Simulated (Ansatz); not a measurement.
According to the program Ansatz at the PBEsol level (PAW), W2C in the trigonal phase (P-3m1; C on 1a, W on 2d) relaxes to a = 3.034 Å, c = 4.644 Å. C has 6 nearest neighbours from 2.11 Å (octahedral). Its formation energy from the elements is -0.022 eV/atom, with no fitted shifts.

Electronic character: metallic (no gap). Gap from PBEsol with spin–orbit coupling: none (metallic).

An equation-of-state fit gives a bulk modulus of 330 GPa. Bader charges are C -1.58, W +0.79 e.

Symmetry was held in the PBEsol relaxation. The run is not spin-polarised. The references are the lowest solids computed at this level, not always the standard phases. Spin–orbit coupling is left out wherever it is not named.

Potentials: the later of the program's two PAW sets.
